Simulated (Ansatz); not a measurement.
An ordered 4-atom cell of AgScTe₂ on the rocksalt lattice (R-3m) was relaxed with 3 functionals in Ansatz, cell and atoms free, the symmetry of the start kept (meshes: PBE 6×6×6, r2SCAN 6×6×6, PBEsol 6×6×6). Values at 0 K without nuclear motion; spin polarisation is off, and the phase may be a hypothetical one.

The r2SCAN result:
```
CELL_PARAMETERS angstrom
2.10601 1.21590 7.00563
-2.10601 1.21590 7.00563
0.00000 -2.43181 7.00563
ATOMIC_POSITIONS crystal
Ag 0.00000 0.00000 0.00000
Sc 0.50000 0.50000 0.50000
Te 0.24654 0.24654 0.24654
Te 0.75346 0.75346 0.75346
```

It is trigonal, R-3m (No. 166); conventional cell a = 4.212 Å, c = 21.017 Å, 26.91 Å³ an atom. Ag is surrounded by 6 Te at 3.04 Å; Sc is surrounded by 6 Te at 2.95 Å; Te is surrounded by 3 Sc at 2.95 Å and 3 Ag at 3.04 Å.

Question: Order the functionals by the relaxed volume, smallest first.
A. r2SCAN
B. PBE
C. PBEsol

Answer: C (25.54 Å³/atom), A (26.91 Å³/atom), B (27.09 Å³/atom).

Question: How does the cell change with PBEsol?

Answer: a = 4.154 Å, c = 20.514 Å; the volume differs by -5.1 % from r2SCAN's. Around Ag lie 6 Te at 2.96 Å; around Sc lie 6 Te at 2.93 Å; around Te lie 3 Sc at 2.93 Å and 3 Ag at 2.96 Å.

Question: What lattice does PBE give?

Answer: a = 4.224 Å, c = 21.036 Å; the volume differs by +0.7 % from r2SCAN's. Ag has 6 Te at 3.04 Å; Sc has 6 Te at 2.96 Å; Te has 3 Sc at 2.96 Å and 3 Ag at 3.04 Å.

Question: Held at the r2SCAN cell, what mean stress does PBE find, and does its sign point to its own minimum?

Answer: Yes. PBE +0.39 GPa, and its relaxed volume is +0.7 % from r2SCAN's. Compression counts positive, so a positive stress asks for a larger cell.
